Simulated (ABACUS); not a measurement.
A self-consistent single point of SiNi (Pnma, 8 atoms in the cell; from Materials Project mp-351) with ABACUS.

All values come from this method and carry its errors: PBE, PseudoDojo 0.5 standard norm-conserving PBE (tails mended) pseudopotentials (plane waves; ABACUS 3.10.1).

```yaml
crystal:
  lattice:
    - [5.14154, 0.00000, 0.00000]
    - [0.00000, 3.32130, 0.00000]
    - [0.00000, 0.00000, 5.56978]
  atoms:
    - { symbol: Si, position: [0.82109, 0.75000, 0.58232] }
    - { symbol: Si, position: [0.17891, 0.25000, 0.41768] }
    - { symbol: Si, position: [0.67891, 0.25000, 0.08232] }
    - { symbol: Si, position: [0.32109, 0.75000, 0.91768] }
    - { symbol: Ni, position: [0.50795, 0.25000, 0.68852] }
    - { symbol: Ni, position: [0.49205, 0.75000, 0.31148] }
    - { symbol: Ni, position: [0.99205, 0.75000, 0.18852] }
    - { symbol: Ni, position: [0.00795, 0.25000, 0.81148] }
```

Reference input (self-consistent single point, DFT, PBE, plane waves, PseudoDojo 0.5 standard norm-conserving PBE (tails mended) pseudopotentials): KPT = Gamma 3 4 3 0 0 0; basis_type = pw; dft_functional = PBE; ecutwfc = 98 Ry; smearing_method = fd; smearing_sigma = 0.00367493 Ry; potentials = PseudoDojo 0.5 standard norm-conserving PBE (tails mended); symmetry = 1; symmetry_prec = 1e-05; ks_solver = dav_subspace; scf_nmax = 100; scf_thr = 1.0e-09 Ry. This run's input differs from it in these lines:

```diff
@@ -7,3 +7,3 @@
 dft_functional       PBE
-ecutwfc              98.0
+ecutwfc              68.6
 symmetry             1
```

Output, abridged:

```
 SELF-CONSISTENT
 -------------------------------------------
                                 init_chg = atomic

 PW ALGORITHM --------------- ION=   1  ELEC=   1--------------------------------

 Notice: Threshold on eigenvalues was too large.

 Density error is 0.537947480187
                          Error Threshold = 0.000611791874188
 E_KohnSham     -1375.8506438200     -18719.4083529199
 E_Fermi        1.0850491386         14.7628508944

 PW ALGORITHM --------------- ION=   1  ELEC=   2--------------------------------

 Density error is 4.65494147258
                          Error Threshold = 0.000611303954758
   [... lines left out ...]

 Density error is 3.63487888985e-09
                          Error Threshold = 6.07850399666e-11
 E_KohnSham     -1376.1264771982     -18723.1612585630
 E_Fermi        1.1172809645         15.2013873835

 PW ALGORITHM --------------- ION=   1  ELEC=   9--------------------------------

 Density error is 1.88089091078e-10
                          Error Threshold = 4.13054419301e-12
 E_KohnSham     -1376.1264771984     -18723.1612585659
 E_KS(sigma->0) -1376.1256179848     -18723.1495683644
 E_entropy(-TS) -0.0017184273        -0.0233804029
 E_Fermi        1.1172832181         15.2014180457
 charge density convergence is achieved
 final etot is -18723.161259 eV
 EFERMI = 15.201418046 eV

 STATE ENERGY(eV) AND OCCUPATIONS    NSPIN == 1
   [... 51 lines left out ...]

 TOTAL-FORCE (eV/Angstrom)
                       Si1         0.0362482979         0.0000000000         0.0897057888
                       Si2        -0.0362482979         0.0000000000        -0.0897057888
                       Si3        -0.0362482979         0.0000000000         0.0897057888
                       Si4         0.0362482979         0.0000000000        -0.0897057888
                       Ni1         0.0549612409         0.0000000000        -0.0061290304
                       Ni2        -0.0549612409         0.0000000000         0.0061290304
                       Ni3        -0.0549612409         0.0000000000        -0.0061290304
   [... lines left out ...]

 TOTAL-STRESS (KBAR)
      -605.2166362200        -0.0000000000         0.0000000000
        -0.0000000000      -627.4312223069         0.0000000000
         0.0000000000         0.0000000000      -605.1319941569
 TOTAL-PRESSURE: -612.593284 KBAR

 --------------------------------------------
 !FINAL_ETOT_IS -18723.1612585658585886 eV
 --------------------------------------------
```

The run converged in 9 iterations. Against the reference run the free energy rises by 564 meV/atom, the pressure goes from 5.45 to -61.26 GPa and the largest force moves little (0.096 to 0.097 eV/Å).

The run has no spin polarisation, so moments on Ni cannot form. This run is one point of a test of settings, so its values need not be converged; read them against the reference run alone. The structure comes from a collection of computed structures, made at another level of theory; the collection holds predicted forms beside known ones. No clean gap shows at this smearing width and mesh (spacing up to 0.47 Å⁻¹); the mesh is coarse for partly filled bands, so the values carry mesh errors.

Cost on one core: very roughly 50 core-seconds.

At a cut-down plane-wave cutoff the stress holds a Pulay term: a spurious tension from the incomplete basis, which lowers the pressure; energies, forces and gaps of such rows are unconverged too.

“Tails mended”: in these copies of the files the far tail of each local potential was reset to the Coulomb form.
